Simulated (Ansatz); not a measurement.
ZnSe:
```yaml
crystal:
  lattice:
    - [0.00000, 2.83264, 2.83264]
    - [2.83264, 0.00000, 2.83264]
    - [2.83264, 2.83264, 0.00000]
  atoms:
    - { symbol: Se, position: [0.75000, 0.75000, 0.75000] }
    - { symbol: Zn, position: [0.00000, 0.00000, 0.00000] }
```

Relaxed with r²SCAN. Special points in fractions of this cell's reciprocal vectors: Γ (0.000, 0.000, 0.000); X (0.500, 0.000, 0.500); U (0.625, 0.250, 0.625); K (0.375, 0.375, 0.750); L (0.500, 0.500, 0.500); W (0.500, 0.250, 0.750).

**Question.** List the band energies nearest the valence-band maximum at these points for DFT-r²SCAN with spin–orbit coupling in the program Ansatz with PAW potentials.

**Answer.** In eV from the valence-band maximum; about four levels below and three above (degenerate sets whole), none deeper than 8.9 eV; points with the same levels are listed once.

| k | below | above |
|---|---|---|
| Γ | 0.00 0.00 0.00 0.00 | 1.75 1.75 6.10 6.10 |
| X | -2.45 -2.45 -2.28 -2.28 | 3.21 3.21 3.75 3.75 |
| U | -3.34 -3.22 -1.95 -1.95 | 3.87 3.87 5.88 |
| L | -1.12 -1.12 -0.90 -0.90 | 2.93 2.93 6.72 6.72 |
| W | -3.06 -2.89 -2.82 -2.80 | 5.67 5.71 5.91 |

Space group F-43m (zinc blende). The cell was relaxed with r²SCAN under the symmetry of its start.

Potentials: the later of the program's two PAW sets.
